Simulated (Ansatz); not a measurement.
A relaxation computed with Ansatz, from input to last step.

```yaml
crystal:
  lattice:
    - [5.0979145792, 0.0, 0.0]
    - [0.0, 6.8181460089, 0.0]
    - [0.0, 0.0, 7.9094528732]
  atoms:
    - { symbol: Si, position: [0.25, 0.2291076449, 0.094860079] }
    - { symbol: Si, position: [0.75, 0.7708923551, 0.905139921] }
    - { symbol: Si, position: [0.75, 0.2291076449, 0.905139921] }
    - { symbol: Si, position: [0.25, 0.7708923551, 0.094860079] }
    - { symbol: Si, position: [0.25, 0.5, 0.3884896327] }
    - { symbol: Si, position: [0.75, 0.5, 0.6115103673] }
    - { symbol: O, position: [0.0, 0.3077550912, 0.0] }
    - { symbol: O, position: [0.5, 0.6922449088, 0.0] }
    - { symbol: O, position: [0.0, 0.6922449088, 0.0] }
    - { symbol: O, position: [0.5, 0.3077550912, 0.0] }
    - { symbol: O, position: [0.25, 0.0, 0.0986315457] }
    - { symbol: O, position: [0.75, 0.0, 0.9013684543] }
    - { symbol: O, position: [0.25, 0.3043170041, 0.2822800331] }
    - { symbol: O, position: [0.75, 0.6956829959, 0.7177199669] }
    - { symbol: O, position: [0.75, 0.3043170041, 0.7177199669] }
    - { symbol: O, position: [0.25, 0.6956829959, 0.2822800331] }
    - { symbol: O, position: [0.5, 0.5, 0.5] }
    - { symbol: O, position: [0.0, 0.5, 0.5] }
basis:
  ecutwfc: 420
kpoints:
  mp_grid: { grid: [4, 4, 4] }
hamiltonian:
  xc: lda
scf:
  occupations: { method: gaussian, width: 0.02 }
output:
  forces: true
  stress: true
  eigenvalues: true
relax:
  adjacent_minimum: "off"
  f_tol: 0.01
  max_steps: 30
  cell: { stress_tol: 0.1, fix: [volume] }
```

```bash
ansatz run input.yaml --threads 4 --pin off --max-ram 10240MiB --backend cpu --events-out ev --progress --plain --runs-dir out
```

These are results of DFT LDA, scalar-relativistic, plane waves, PAW (Ansatz 0.2.0), not measurements.

The volume is held at 0.88 times that of the relaxed cell.

Of 8 frames 8 are shown, positions in Å and forces in eV/Å; the SCF threshold varies from step to step. Steps run on the plane waves of an earlier cell, with a Pulay correction in the pressure. The basis is chosen afresh for the last frame, the zero of the energies, and at times for earlier ones too; energy and pressure can step there, also at an unchanged geometry. Where two frames share a geometry here, they differ by under 2 meV/atom and 0.3 GPa.

```xyz
18
Lattice="5.0979 0.0000 0.0000 0.0000 6.8181 0.0000 0.0000 0.0000 7.9095" Properties=species:S:1:pos:R:3:forces:R:3 pbc="T T T" step=1 free_energy_over_end_meV_per_atom=4.96 pressure_GPa=13.62
Si    1.2745    1.5621    0.7503    0.0000    0.0612    0.0036
Si    3.8234    5.2561    7.1592    0.0000   -0.0612   -0.0036
Si    3.8234    1.5621    7.1592    0.0000    0.0612   -0.0036
Si    1.2745    5.2561    0.7503    0.0000   -0.0612    0.0036
Si    1.2745    3.4091    3.0727    0.0000    0.0000   -0.0602
Si    3.8234    3.4091    4.8367    0.0000    0.0000    0.0602
O     0.0000    2.0983    0.0000    0.0000    0.4267    0.0000
O     2.5490    4.7198    0.0000    0.0000   -0.4267    0.0000
O     0.0000    4.7198    0.0000    0.0000   -0.4267    0.0000
O     2.5490    2.0983    0.0000    0.0000    0.4267    0.0000
O     1.2745    0.0000    0.7801    0.0000    0.0000    0.0096
O     3.8234    0.0000    7.1293    0.0000    0.0000   -0.0096
O     1.2745    2.0749    2.2327    0.0000   -0.3388    0.2930
O     3.8234    4.7433    5.6768    0.0000    0.3388   -0.2930
O     3.8234    2.0749    5.6768    0.0000   -0.3388   -0.2930
O     1.2745    4.7433    2.2327    0.0000    0.3388    0.2930
O     2.5490    3.4091    3.9547    0.0000    0.0000    0.0000
O     0.0000    3.4091    3.9547    0.0000    0.0000    0.0000
18
Lattice="5.1084 0.0000 0.0000 0.0000 6.7931 0.0000 0.0000 0.0000 7.9223" Properties=species:S:1:pos:R:3:forces:R:3 pbc="T T T" step=2 free_energy_over_end_meV_per_atom=3.16 pressure_GPa=12.91
Si    1.2771    1.5651    0.7483    0.0000   -0.0117   -0.0306
Si    3.8313    5.2281    7.1740    0.0000    0.0117    0.0306
Si    3.8313    1.5651    7.1740    0.0000   -0.0117    0.0306
Si    1.2771    5.2281    0.7483    0.0000    0.0117   -0.0306
Si    1.2771    3.3966    3.0808    0.0000    0.0000   -0.0657
Si    3.8313    3.3966    4.8415    0.0000    0.0000    0.0657
O     0.0000    2.1077    0.0000    0.0000    0.2731    0.0000
O     2.5542    4.6855    0.0000    0.0000   -0.2731    0.0000
O     0.0000    4.6855    0.0000    0.0000   -0.2731    0.0000
O     2.5542    2.1077    0.0000    0.0000    0.2731    0.0000
O     1.2771    0.0000    0.7720    0.0000    0.0000   -0.0547
O     3.8313    0.0000    7.1503    0.0000    0.0000    0.0547
O     1.2771    2.0623    2.2384    0.0000   -0.3160    0.2294
O     3.8313    4.7309    5.6839    0.0000    0.3160   -0.2294
O     3.8313    2.0623    5.6839    0.0000   -0.3160   -0.2294
O     1.2771    4.7309    2.2384    0.0000    0.3160    0.2294
O     2.5542    3.3966    3.9612    0.0000    0.0000    0.0000
O     0.0000    3.3966    3.9612    0.0000    0.0000    0.0000
18
Lattice="5.1191 0.0000 0.0000 0.0000 6.7506 0.0000 0.0000 0.0000 7.9555" Properties=species:S:1:pos:R:3:forces:R:3 pbc="T T T" step=3 free_energy_over_end_meV_per_atom=2.01 pressure_GPa=11.31
Si    1.2798    1.5662    0.7397    0.0000    0.0765    0.2609
Si    3.8393    5.1844    7.2158    0.0000   -0.0765   -0.2609
Si    3.8393    1.5662    7.2158    0.0000    0.0765   -0.2609
Si    1.2798    5.1844    0.7397    0.0000   -0.0765    0.2609
Si    1.2798    3.3753    3.1033    0.0000    0.0000   -0.8347
Si    3.8393    3.3753    4.8522    0.0000    0.0000    0.8347
O     0.0000    2.1248    0.0000    0.0000    0.0317    0.0000
O     2.5596    4.6258    0.0000    0.0000   -0.0317    0.0000
O     0.0000    4.6258    0.0000    0.0000   -0.0317    0.0000
O     2.5596    2.1248    0.0000    0.0000    0.0317    0.0000
O     1.2798    0.0000    0.7453    0.0000    0.0000   -0.1861
O     3.8393    0.0000    7.2102    0.0000    0.0000    0.1861
O     1.2798    2.0256    2.2531    0.0000    0.1457    0.1980
O     3.8393    4.7250    5.7023    0.0000   -0.1457   -0.1980
O     3.8393    2.0256    5.7023    0.0000    0.1457   -0.1980
O     1.2798    4.7250    2.2531    0.0000   -0.1457    0.1980
O     2.5596    3.3753    3.9777    0.0000    0.0000    0.0000
O     0.0000    3.3753    3.9777    0.0000    0.0000    0.0000
18
Lattice="5.1254 0.0000 0.0000 0.0000 6.7994 0.0000 0.0000 0.0000 7.8888" Properties=species:S:1:pos:R:3:forces:R:3 pbc="T T T" step=4 free_energy_over_end_meV_per_atom=0.36 pressure_GPa=10.33
Si    1.2813    1.5719    0.7383    0.0000   -0.1080   -0.0849
Si    3.8440    5.2274    7.1505    0.0000    0.1080    0.0849
Si    3.8440    1.5719    7.1505    0.0000   -0.1080    0.0849
Si    1.2813    5.2274    0.7383    0.0000    0.1080   -0.0849
Si    1.2813    3.3997    3.0574    0.0000    0.0000    0.2270
Si    3.8440    3.3997    4.8314    0.0000    0.0000   -0.2270
O     0.0000    2.1403    0.0000    0.0000    0.0130    0.0000
O     2.5627    4.6591    0.0000    0.0000   -0.0130    0.0000
O     0.0000    4.6591    0.0000    0.0000   -0.0130    0.0000
O     2.5627    2.1403    0.0000    0.0000    0.0130    0.0000
O     1.2813    0.0000    0.6891    0.0000    0.0000    0.0189
O     3.8440    0.0000    7.1997    0.0000    0.0000   -0.0189
O     1.2813    2.0246    2.2534    0.0000    0.0804   -0.0259
O     3.8440    4.7747    5.6354    0.0000   -0.0804    0.0259
O     3.8440    2.0246    5.6354    0.0000    0.0804    0.0259
O     1.2813    4.7747    2.2534    0.0000   -0.0804   -0.0259
O     2.5627    3.3997    3.9444    0.0000    0.0000    0.0000
O     0.0000    3.3997    3.9444    0.0000    0.0000    0.0000
18
Lattice="5.1516 0.0000 0.0000 0.0000 6.7931 0.0000 0.0000 0.0000 7.8559" Properties=species:S:1:pos:R:3:forces:R:3 pbc="T T T" step=5 free_energy_over_end_meV_per_atom=0.15 pressure_GPa=10.48
Si    1.2879    1.5701    0.7268    0.0000    0.0139    0.0343
Si    3.8637    5.2230    7.1291    0.0000   -0.0139   -0.0343
Si    3.8637    1.5701    7.1291    0.0000    0.0139   -0.0343
Si    1.2879    5.2230    0.7268    0.0000   -0.0139    0.0343
Si    1.2879    3.3965    3.0535    0.0000    0.0000   -0.0215
Si    3.8637    3.3965    4.8024    0.0000    0.0000    0.0215
O     0.0000    2.1387    0.0000    0.0000    0.0059    0.0000
O     2.5758    4.6544    0.0000    0.0000   -0.0059    0.0000
O     0.0000    4.6544    0.0000    0.0000   -0.0059    0.0000
O     2.5758    2.1387    0.0000    0.0000    0.0059    0.0000
O     1.2879    0.0000    0.6759    0.0000    0.0000    0.0003
O     3.8637    0.0000    7.1800    0.0000    0.0000   -0.0003
O     1.2879    2.0276    2.2409    0.0000   -0.0097   -0.0045
O     3.8637    4.7655    5.6150    0.0000    0.0097    0.0045
O     3.8637    2.0276    5.6150    0.0000   -0.0097    0.0045
O     1.2879    4.7655    2.2409    0.0000    0.0097   -0.0045
O     2.5758    3.3965    3.9279    0.0000    0.0000    0.0000
O     0.0000    3.3965    3.9279    0.0000    0.0000    0.0000
18
Lattice="5.1393 0.0000 0.0000 0.0000 6.7929 0.0000 0.0000 0.0000 7.8749" Properties=species:S:1:pos:R:3:forces:R:3 pbc="T T T" step=6 free_energy_over_end_meV_per_atom=0.11 pressure_GPa=10.55
Si    1.2848    1.5703    0.7322    0.0000   -0.0014   -0.0127
Si    3.8545    5.2226    7.1427    0.0000    0.0014    0.0127
Si    3.8545    1.5703    7.1427    0.0000   -0.0014    0.0127
Si    1.2848    5.2226    0.7322    0.0000    0.0014   -0.0127
Si    1.2848    3.3964    3.0590    0.0000    0.0000    0.0007
Si    3.8545    3.3964    4.8159    0.0000    0.0000   -0.0007
O     0.0000    2.1385    0.0000    0.0000    0.0023    0.0000
O     2.5697    4.6544    0.0000    0.0000   -0.0023    0.0000
O     0.0000    4.6544    0.0000    0.0000   -0.0023    0.0000
O     2.5697    2.1385    0.0000    0.0000    0.0023    0.0000
O     1.2848    0.0000    0.6843    0.0000    0.0000    0.0074
O     3.8545    0.0000    7.1906    0.0000    0.0000   -0.0074
O     1.2848    2.0283    2.2456    0.0000   -0.0024    0.0010
O     3.8545    4.7646    5.6293    0.0000    0.0024   -0.0010
O     3.8545    2.0283    5.6293    0.0000   -0.0024   -0.0010
O     1.2848    4.7646    2.2456    0.0000    0.0024    0.0010
O     2.5697    3.3964    3.9375    0.0000    0.0000    0.0000
O     0.0000    3.3964    3.9375    0.0000    0.0000    0.0000
18
Lattice="5.1408 0.0000 0.0000 0.0000 6.7921 0.0000 0.0000 0.0000 7.8735" Properties=species:S:1:pos:R:3:forces:R:3 pbc="T T T" step=7 free_energy_over_end_meV_per_atom=0.11 pressure_GPa=10.54
Si    1.2852    1.5703    0.7314    0.0000   -0.0006    0.0002
Si    3.8556    5.2218    7.1421    0.0000    0.0006   -0.0002
Si    3.8556    1.5703    7.1421    0.0000   -0.0006   -0.0002
Si    1.2852    5.2218    0.7314    0.0000    0.0006    0.0002
Si    1.2852    3.3960    3.0586    0.0000    0.0000    0.0009
Si    3.8556    3.3960    4.8149    0.0000    0.0000   -0.0009
O     0.0000    2.1385    0.0000    0.0000    0.0001    0.0000
O     2.5704    4.6536    0.0000    0.0000   -0.0001    0.0000
O     0.0000    4.6536    0.0000    0.0000   -0.0001    0.0000
O     2.5704    2.1385    0.0000    0.0000    0.0001    0.0000
O     1.2852    0.0000    0.6844    0.0000    0.0000   -0.0001
O     3.8556    0.0000    7.1892    0.0000    0.0000    0.0001
O     1.2852    2.0279    2.2452    0.0000    0.0002    0.0002
O     3.8556    4.7642    5.6284    0.0000   -0.0002   -0.0002
O     3.8556    2.0279    5.6284    0.0000    0.0002   -0.0002
O     1.2852    4.7642    2.2452    0.0000   -0.0002    0.0002
O     2.5704    3.3960    3.9368    0.0000    0.0000    0.0000
O     0.0000    3.3960    3.9368    0.0000    0.0000    0.0000
18
Lattice="5.1408 0.0000 0.0000 0.0000 6.7921 0.0000 0.0000 0.0000 7.8735" Properties=species:S:1:pos:R:3:forces:R:3 pbc="T T T" step=8 free_energy_over_end_meV_per_atom=0.00 pressure_GPa=10.54
Si    1.2852    1.5703    0.7314    0.0000   -0.0006    0.0005
Si    3.8556    5.2218    7.1421    0.0000    0.0006   -0.0005
Si    3.8556    1.5703    7.1421    0.0000   -0.0006   -0.0005
Si    1.2852    5.2218    0.7314    0.0000    0.0006    0.0005
Si    1.2852    3.3960    3.0586    0.0000    0.0000    0.0005
Si    3.8556    3.3960    4.8149    0.0000    0.0000   -0.0005
O     0.0000    2.1385    0.0000    0.0000    0.0003    0.0000
O     2.5704    4.6536    0.0000    0.0000   -0.0003    0.0000
O     0.0000    4.6536    0.0000    0.0000   -0.0003    0.0000
O     2.5704    2.1385    0.0000    0.0000    0.0003    0.0000
O     1.2852    0.0000    0.6844    0.0000    0.0000   -0.0002
O     3.8556    0.0000    7.1892    0.0000    0.0000    0.0002
O     1.2852    2.0279    2.2452    0.0000    0.0000    0.0004
O     3.8556    4.7642    5.6284    0.0000    0.0000   -0.0004
O     3.8556    2.0279    5.6284    0.0000    0.0000   -0.0004
O     1.2852    4.7642    2.2452    0.0000    0.0000    0.0004
O     2.5704    3.3960    3.9368    0.0000    0.0000    0.0000
O     0.0000    3.3960    3.9368    0.0000    0.0000    0.0000
```

It took 2.4 min on 4 threads of Intel(R) Xeon(R) Processor @ 2.50GHz (Skylake/Cascade Lake), on a shared host, peak memory 0.94 GiB.